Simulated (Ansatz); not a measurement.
Mo:
```
Mo
1.0
   -1.56513     1.56513     1.56513
    1.56513    -1.56513     1.56513
    1.56513     1.56513    -1.56513
Mo
1
Direct
  0.00000   0.00000   0.00000
```

Relaxed with PBE+D3(BJ). Special points in fractions of this cell's reciprocal vectors: Γ (0.000, 0.000, 0.000); H (0.500, -0.500, 0.500); N (0.000, 0.000, 0.500); P (0.250, 0.250, 0.250).

Question: List the band energies nearest the Fermi level at these points for the program Ansatz at the PBE+D3(BJ) level (PAW).

Answer: In eV from the Fermi level; about four levels below and three above (degenerate sets whole), none deeper than 8.9 eV; … stands for higher levels left out; points with the same levels are listed once.

```tsv
k	below	above
Γ	-7.32 -1.43 -1.43 -1.43	…
H	-5.61 -5.61	…
N	-5.46 -3.52	1.67 1.71 …
P	-2.69 -2.69 -2.69	…
```

Space group Im-3m (bcc (W type)). Symmetry was held in the PBE+D3(BJ) relaxation. No spin polarisation was allowed. The pairwise dispersion correction was not fitted to metals. Spin–orbit coupling is left out wherever it is not named.

Potentials: the earlier of the program's two PAW sets.
